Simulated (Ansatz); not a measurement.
**Strain response of C**

Theory: DFT LDA, scalar-relativistic, plane waves, PAW in Ansatz. (420 eV cutoff, 18×18×2 k-mesh, Gaussian smearing of 0.01 eV, no spin polarisation)

Starting point, cell and atoms relaxed:

```xyz
12
Lattice="2.4448 0.0000 0.0000 -1.2224 2.1173 0.0000 0.0000 0.0000 20.7271" Properties=species:S:1:pos:R:3 pbc="T T T"
C     0.0000    0.0000   19.0625
C     0.0000    1.4115   19.0619
C     0.0000    0.0000   15.4833
C     0.0000    1.4115   15.4827
C     1.2224    0.7058    5.2444
C     0.0000    0.0000    5.2438
C     1.2224    0.7058    1.6652
C     0.0000    0.0000    1.6646
C     0.0000    1.4115   12.1534
C     1.2224    0.7058   12.1529
C     0.0000    1.4115    8.5742
C     1.2224    0.7058    8.5737
```

Deformation: c alone is stretched, the rest of the cell is held and the atoms relax, all within the symmetry that the strain leaves. Energies are extrapolated to zero smearing.

Question: Give the structure at +2.0 %.

Answer:
```xyz
12
Lattice="2.4448 0.0000 0.0000 -1.2224 2.1173 0.0000 0.0000 0.0000 21.1417" Properties=species:S:1:pos:R:3 pbc="T T T"
C     0.0000    0.0000   19.4437
C     0.0000    1.4115   19.4432
C     0.0000    0.0000   15.7929
C     0.0000    1.4115   15.7924
C     1.2224    0.7058    5.3493
C     0.0000    0.0000    5.3487
C     1.2224    0.7058    1.6985
C     0.0000    0.0000    1.6979
C     0.0000    1.4115   12.3965
C     1.2224    0.7058   12.3959
C     0.0000    1.4115    8.7457
C     1.2224    0.7058    8.7452
```
Space group R-3m (166), 0.3 meV/atom over the relaxed crystal.

Cost: 7 runs of about 3.2 core-minutes in all, on Arm Neoverse V1 (shared hosts).